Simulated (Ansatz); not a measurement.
**Pr₄O (Pm-3m)**

Method: Ansatz 0.2.0, DFT PBE, scalar-relativistic, plane waves, PAW, and for the lanthanide a 4f-in-core norm-conserving potential.

Cutoff 660 eV; k points 8×8×8 on the computed 5-atom cell (Γ-centred); Gaussian smearing, width 0.10 eV; no spin polarisation.

The structure is relaxed at this level of theory with its symmetry kept, and needn't be the ground state of this composition.

```yaml
crystal:
  lattice:
    - [5.17683, 0.00000, 0.00000]
    - [0.00000, 5.17683, 0.00000]
    - [0.00000, 0.00000, 5.17683]
  atoms:
    - { symbol: Pr, position: [0.00000, 0.50000, 0.50000] }
    - { symbol: Pr, position: [0.50000, 0.50000, 0.00000] }
    - { symbol: Pr, position: [0.50000, 0.00000, 0.50000] }
    - { symbol: Pr, position: [0.00000, 0.00000, 0.00000] }
    - { symbol: O, position: [0.50000, 0.50000, 0.50000] }
```

| Quantity | Value |
| --- | --- |
| Space group | Pm-3m (No. 221) |
| Volume per atom | 27.75 Å³ |
| Kohn–Sham band gap | none (metal) |
| Density of states at the Fermi level | 4.5 states/eV per cell |

Spin-orbit coupling is left out, which matters for the bands of heavy elements.

The cell was found from a structure generator's guess, not taken from experiment.

The lanthanide is trivalent by construction, without f bands, f moments or other valences.
